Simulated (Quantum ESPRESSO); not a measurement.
Band energies of HgS

```
HgS
1.0
    0.00000     2.93741     2.93741
    2.93741     0.00000     2.93741
    2.93741     2.93741     0.00000
S Hg
1 1
Direct
  0.75000   0.75000   0.75000
  0.00000   0.00000   0.00000
```

norm-conserving PBEsol (Quantum ESPRESSO, 66 Ry, with spin-orbit coupling); path ΓXWKΓLUWLK,UX; energies in eV from the Fermi level.

| k (1/Å) | point | band 26 | band 27 | band 28 | band 29 | band 30 | band 31 | band 32 | band 33 |
|---|---|---|---|---|---|---|---|---|---|
| 0.00 | Γ | -0.07 | 0.04 | 0.04 | 4.83 | 4.83 | 6.28 | 6.28 | 6.28 |
| 0.53 |  | -1.16 | 2.32 | 2.32 | 3.84 | 3.84 | 7.02 | 7.02 | 7.76 |
| 1.07 | X | -2.30 | 3.11 | 3.11 | 3.23 | 3.23 | 8.28 | 8.28 | 9.48 |
| 1.60 | W | -2.16 | 3.68 | 3.72 | 5.06 | 5.19 | 6.07 | 6.86 | 7.61 |
| 1.73 |  | -2.07 | 3.58 | 3.62 | 4.85 | 4.89 | 6.48 | 7.06 | 7.75 |
| 1.98 | K | -1.87 | 3.18 | 3.21 | 4.52 | 4.53 | 7.78 | 7.99 | 8.00 |
| 2.29 |  | -1.09 | 2.84 | 2.85 | 5.33 | 5.52 | 6.11 | 6.53 | 7.21 |
| 2.91 |  | -0.06 | 0.60 | 0.69 | 4.84 | 4.91 | 6.00 | 6.07 | 6.45 |
| 3.12 | Γ | -0.07 | 0.04 | 0.04 | 4.83 | 4.83 | 6.28 | 6.28 | 6.28 |
| 3.43 |  | -0.25 | 0.92 | 0.92 | 4.95 | 4.95 | 6.00 | 6.00 | 6.59 |
| 3.94 |  | -0.97 | 1.45 | 1.45 | 6.09 | 6.09 | 6.72 | 6.72 | 6.85 |
| 4.04 | L | -1.00 | 1.45 | 1.45 | 6.13 | 6.13 | 6.82 | 6.82 | 6.84 |
| 4.48 |  | -1.51 | 2.93 | 2.95 | 5.02 | 5.13 | 6.88 | 7.30 | 7.58 |
| 4.70 | U | -1.87 | 3.18 | 3.21 | 4.52 | 4.53 | 7.78 | 7.99 | 8.00 |
| 5.08 | W | -2.16 | 3.68 | 3.72 | 5.06 | 5.19 | 6.07 | 6.86 | 7.61 |
| 5.55 |  | -1.20 | 2.36 | 2.44 | 5.51 | 5.78 | 6.28 | 6.75 | 7.25 |
| 5.83 | L | -1.00 | 1.45 | 1.45 | 6.13 | 6.13 | 6.82 | 6.82 | 6.84 |
| 6.00 |  | -1.08 | 1.81 | 1.89 | 5.82 | 6.11 | 6.47 | 6.80 | 7.01 |
| 6.41 |  | -1.75 | 3.16 | 3.17 | 4.71 | 4.74 | 7.43 | 7.77 | 7.95 |
| 6.49 | K | -1.87 | 3.18 | 3.21 | 4.52 | 4.53 | 7.78 | 7.99 | 8.00 |
| 6.49 | U | -1.87 | 3.18 | 3.21 | 4.52 | 4.53 | 7.78 | 7.99 | 8.00 |
| 6.87 | X | -2.30 | 3.11 | 3.11 | 3.23 | 3.23 | 8.28 | 8.28 | 9.48 |

Along the path the PBEsol gap is only about 0.05 eV, below what this setup resolves reliably; no G0W0 run was built on it. Semilocal functionals shrink small gaps, and the order of the bands at the edge may be inverted.

Geometry relaxed with PBEsol.

This is not the ordinary phase of the substance.
